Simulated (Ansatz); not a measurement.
One crystal and one scan (energy over volume and axial ratio) at two levels, r2SCAN (plane waves to 500 eV, PAW, scalar-relativistic; Ansatz, an electronic-structure program) and PBE (plane waves to 420 eV, PAW, scalar-relativistic; Ansatz), each from its own relaxed cell and on its own mesh. The cell shown is that of r2SCAN.

InSb (zinc blende)

```
InSb
1.0
    0.00000     3.27863     3.27863
    3.27863     0.00000     3.27863
    3.27863     3.27863     0.00000
Sb In
1 1
Direct
  0.75000   0.75000   0.75000
  0.00000   0.00000   0.00000
```

The relaxed cell is deformed in two ways at once: its volume V is scaled, and at that volume it is stretched along z (the c axis of the conventional cell) so that c/a changes. Fractional atomic positions are held.

Energies are smeared free energies. InSb was relaxed with its symmetry unable to fall. Spin-orbit coupling is left out, though Sb is heavy. The PAW data are Ansatz's earlier set. With partly filled bands, the response to shear is sensitive to the k mesh, so small differences along c/a are uncertain. Percentages come from the unrounded values. Both scans cover V/V₀ from 0.960 to 1.040 and (c/a)/(c/a)₀ from 0.880 to 1.120.

Results of r2SCAN:

| Item | Result |
|---|---|
| Lattice constant a (Å) | 6.557 |
| Shear modulus C′ = (C11 − C12)/2 (fit, atoms clamped) (GPa) | 15.1 |

### Question
What does PBE give for the same quantities?

### Answer
```json
[
 {"quantity": "Lattice constant a (Å)", "PBE": "6.635", "r2SCAN − PBE": "-0.078 (-1.2 %)"},
 {"quantity": "Shear modulus C′ = (C11 − C12)/2 (fit, atoms clamped) (GPa)", "PBE": "13.2", "r2SCAN − PBE": "+1.9 (+14 %)"}
]
```

r2SCAN gives the higher value for: shear modulus C′. r2SCAN gives the lower value for: lattice constant a. (r2SCAN) At this level the bands of InSb touch or barely overlap; measurements give the solid a gap. (PBE) At this level the bands of InSb touch or barely overlap; measurements give the solid a gap.

(A scan under strain: stresses follow from slopes of the energy per volume, elastic moduli from its curvatures.)
